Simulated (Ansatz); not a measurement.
CsGeBr3 (Pm-3m), two-dimensional strain map

The calculation used DFT LDA, scalar-relativistic, plane waves, PAW (Ansatz 0.2.0). Settings: plane waves to 420 eV, k-mesh 6×6×6 (Γ-centred), Gaussian smearing 0.05 eV. Spin–orbit coupling is left out, which matters for the heavy elements here. No spin polarisation. Energies are free energies at this smearing, counted from the undisturbed cell; pressure is positive in compression.

The undisturbed cell (as given, not relaxed at this level; it stands at -2.1 GPa, and it needn't be the usual structure):

```
CELL_PARAMETERS angstrom
5.53333 0.00000 0.00000
0.00000 5.53333 0.00000
0.00000 0.00000 5.53333
ATOMIC_POSITIONS crystal
Cs 0.00000 0.00000 0.00000
Ge 0.50000 0.50000 0.50000
Br 0.50000 0.50000 0.00000
Br 0.50000 0.00000 0.50000
Br 0.00000 0.50000 0.50000
```

The cell is strained by p along both x and y and by q along z, fractional coordinates fixed. Points are written (p, q).

Energy above the undisturbed cell in meV/atom (a dash: not computed):

```csv
p \ q,-0.080,-0.040,0.000,0.040,0.080
-0.080,81.1,44.2,36.1,46.2,67.5
-0.040,12.8,–,-12.6,–,–
0.000,9.3,–,0.0,–,59.0
0.080,111.4,–,128.4,–,208.2
```

Pressure in GPa:

```csv
p \ q,-0.080,-0.040,0.000,0.040,0.080
-0.080,7.7,5.4,3.7,2.4,1.6
-0.040,3.3,–,0.1,–,–
0.000,0.5,–,-2.1,–,-3.2
0.080,-2.2,–,-4.1,–,-4.7
```

Gap on the k-mesh in eV:

```csv
p \ q,-0.080,-0.040,0.000,0.040,0.080
-0.080,0.00,0.25,0.10,0.00,0.00
-0.040,0.00,–,0.11,–,–
0.000,0.00,–,0.54,–,0.52
0.080,0.15,–,0.93,–,1.33
```

Where the gap reads zero the k-mesh, chosen for the insulator, is on the coarse side.

Symmetry holds off the tilts and polar distortions that many cubic perovskites undergo.